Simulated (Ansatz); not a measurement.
**WC, first-principles data**

WC:
Space group Pm-3m (No. 221); a = 4.2044 Å, b = 4.2044 Å, c = 4.2044 Å, α = 90.00°, β = 90.00°, γ = 90.00°

```tsv
atom	site	symmetry	x	y	z
W	3c	4/mm.m	0.0000	0.5000	0.5000
C	3d	4/mm.m	0.0000	0.0000	0.5000
```

Space group Pm-3m (No. 221); conventional cell a = b = c = 4.204 Å, α = β = γ = 90.00°.

Method: plane-wave PAW r²SCAN (Ansatz code). The cell and atoms are relaxed at this level. Other levels are named where they apply.

**Cell and energy**

```json
{
 "volume_per_atom": "12.39 Å³",
 "density": "13.13 g/cm³",
 "Formation energy from the elements (no fitted shifts)": "0.69 eV/atom"
}
```

**Electronic structure**

```json
{
  "electronic_character": "metallic (no gap)",
  "Density of states at the Fermi level": "0.65 states/eV per atom (mean over ±0.08 eV)",
  "Gap with spin–orbit coupling": "none (metallic)"
}
```

**Mechanics**

```json
{
  "Bulk modulus (Birch–Murnaghan fit)": "307 GPa",
  "Pressure derivative B′": "4.0",
  "Elastic constants (relaxed ions, GPa)": "C11 = 609, C12 = 158, C44 = 88.7",
  "mechanical_stability": "stable (all eigenvalues of C positive)",
  "hill_bulk_and_shear_moduli": "308 and 130 GPa",
  "Young's modulus": "343 GPa",
  "Poisson's ratio": "0.31",
  "debye_temperature_from_the_elastic_constants": "454 K"
}
```

**Charges**

```json
{
 "bader_charges": "W +1.31, C -1.31 e"
}
```

The start of the workflow was typed in or built on a structure type; neither database checked (COD, Materials Project) lists it. It is not the phase usual at ambient conditions (space group No. 187). Symmetry was held in the r²SCAN relaxation; whether a distortion lowers the energy is not shown. No spin polarisation was allowed. Its formation energy is positive at this level, so the cell may be metastable or incomplete. As this level gives no gap, shear constants depend on the k-mesh and smearing (Fermi–Dirac, 0.1 eV here). The references are the lowest solids computed at this level, not always the standard phases. Scalar-relativistic: spin–orbit coupling is off unless named, which matters more the heavier the elements.

Potentials: the earlier of the program's two PAW sets.
